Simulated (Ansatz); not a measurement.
La2Sb:
```xyz
6
Lattice="-2.3261 2.3261 9.1556 2.3261 -2.3261 9.1556 2.3261 2.3261 -9.1556" Properties=species:S:1:pos:R:3 pbc="T T T"
Sb     0.0000     0.0000     2.5293
Sb     0.0000     0.0000    15.7820
La     0.0000     2.3261     0.0000
La     2.3261     0.0000     0.0000
La     0.0000     0.0000     5.8762
La     0.0000     0.0000    12.4350
```

Relaxed with r²SCAN. Special points in fractions of this cell's reciprocal vectors: Γ (0.000, 0.000, 0.000); X (0.000, 0.000, 0.500); P (0.250, 0.250, 0.250); N (0.000, 0.500, 0.000); M (0.500, 0.500, -0.500); S (0.266, 0.734, -0.266); S0 (-0.266, 0.266, 0.266); R (-0.032, 0.032, 0.500); G (0.500, 0.500, -0.032).

Q: List the band energies nearest the Fermi level at these points for r²SCAN in the plane-wave PAW code Ansatz.

A: In eV from the Fermi level; about four levels below and three above (degenerate sets whole), none deeper than 8.9 eV; points with the same levels are listed once.

```
k                          below           above
-  -----------------------------  --------------
Γ  -1.32 -1.32 -0.81 -0.64 -0.38  0.12 0.65 0.65
X        -1.98 -1.37 -0.33 -0.08  0.25 0.38 1.08
P  -2.07 -2.07 -1.21 -0.23 -0.23  0.33 0.33 1.03
N        -2.15 -0.27 -0.11 -0.01  0.51 0.74 1.13
M  -1.02 -1.02 -0.86 -0.81 -0.43  0.64 1.10 1.10
S        -2.12 -0.39 -0.08 -0.02  0.53 0.94 1.17
R        -1.99 -1.34 -0.32 -0.07  0.23 0.42 1.02
```

Space group I4/mmm. The workflow started from an entry of the Crystallography Open Database (COD). Whether it is the stable phase at ambient conditions was not checked. The r²SCAN relaxation kept the symmetry of its start; its stability against distortions is not shown here. Scalar-relativistic: spin–orbit coupling is off unless named, which matters more the heavier the elements.

Potentials: the later of the program's two PAW sets.
